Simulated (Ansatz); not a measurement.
All numbers below come from Ansatz 0.2.0, DFT PBE, scalar-relativistic, plane waves, PAW. Settings: cutoff 420 eV, Γ-centred meshes spaced at most about 0.3 Å⁻¹, and about 0.25 Å⁻¹ or finer for metals (2π included), Gaussian smearing. No spin polarisation in the final relaxations.

All energies are static (0 K, no zero-point motion). All come from trial cells, and lower structures may exist.

Question: These unrelaxed guesses for Zr2NbC2 are each relaxed within their symmetry. Order them by the energy at which they end, lowest first.
1.

```
CELL_PARAMETERS angstrom
3.81156 0.00000 0.00000
0.00000 3.81156 0.00000
0.00000 0.00000 5.03908
ATOMIC_POSITIONS crystal
Zr 0.50000 0.00000 0.50000
Zr 0.00000 0.50000 0.50000
Nb 0.00000 0.00000 0.00000
C 0.50000 0.50000 0.72471
C 0.50000 0.50000 0.27529
```

2.

```
CELL_PARAMETERS angstrom
4.41422 0.00000 0.00000
-2.20711 3.82282 0.00000
0.00000 0.00000 9.37345
ATOMIC_POSITIONS crystal
Zr 0.33333 0.66667 0.99841
Zr 0.66667 0.33333 0.49841
Zr 0.66667 0.33333 0.00159
Zr 0.33333 0.66667 0.50159
Nb 0.33333 0.66667 0.25000
Nb 0.66667 0.33333 0.75000
C 0.00000 0.00000 0.25000
C 0.00000 0.00000 0.75000
C 0.00000 0.00000 0.00000
C 0.00000 0.00000 0.50000
```

3.

```
CELL_PARAMETERS angstrom
-1.93999 1.93999 4.84877
1.93999 -1.93999 4.84877
1.93999 1.93999 -4.84877
ATOMIC_POSITIONS crystal
Zr 0.37300 0.37300 0.00000
Zr 0.62700 0.62700 0.00000
Nb 0.00000 0.00000 0.00000
C 0.75000 0.25000 0.50000
C 0.25000 0.75000 0.50000
```

4.

```
CELL_PARAMETERS angstrom
3.98855 0.00000 0.00000
-1.99428 3.45419 0.00000
0.00000 0.00000 6.77970
ATOMIC_POSITIONS crystal
Zr 0.66667 0.33333 0.73834
Zr 0.33333 0.66667 0.26166
Nb 0.00000 0.00000 0.00000
C 0.66667 0.33333 0.36835
C 0.33333 0.66667 0.63165
```

Answer: 4 (ends in P-3m1, 0 meV/atom), 2 (ends in P6_3/mmc, 0.49 eV/atom), 3 (ends in I4/mmm, 0.93 eV/atom), 1 (ends in P4/mmm, 0.99 eV/atom).

Cells relaxed within their symmetry can be saddle points. Some structure types and database cells were kept out of the candidates from the start, so a known form may be missing.
